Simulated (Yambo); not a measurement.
Yambo run on CdZnS2 (space group P-4m2, No. 115). The wavefunctions are norm-conserving PBEsol (Quantum ESPRESSO, 102 Ry, scalar-relativistic) ones on a 4×4×2 mesh (26 occupied bands); a = 3.9281 Å, b = 3.9281 Å, c = 5.6524 Å, α = 90.00°, β = 90.00°, γ = 90.00°.

Yambo input:

```
rim_cut
gw0
dyson
el_el_corr
HF_and_locXC
cohsex
em1s
RandQpts= 1000000
RandGvec= 1 Ry
EXXRLvcs= 102 Ry
VXCRLvcs= 408 Ry
Chimod= "HARTREE"
% BndsRnXs
 9 | 173 |
%
NGsBlkXs= 8 Ry
% LongDrXs
 1.0 | 1.0 | 1.0 |
%
ExtendOut
% QPkrange
 1 | 1 | 26 | 27 |
%
```

k points by index: 1 = Γ.

Table of the .qp output:

```
#    K-point    Band    Eo [eV]    E [eV]    E-Eo [eV]    Vxc [eV]    Vnlxc [eV]    Sc|Eo [eV]    Re(Z)    Im(Z)
#
    1    26    0.000000    -2.833229    -2.833229    -15.92364    -19.04764    0.290768    1.000000    0.000000
    1    27    1.379346    0.303894    -1.075453    -11.21330    -7.087852    -5.200897    1.000000    0.000000
```
(The two width columns are left out.) Convergence of these settings isn't established.

Spin-orbit coupling is not included.

Geometry relaxed with PBEsol.

The structure is a Materials Project entry; no match was found in the copy of COD used, and its stability was not checked.
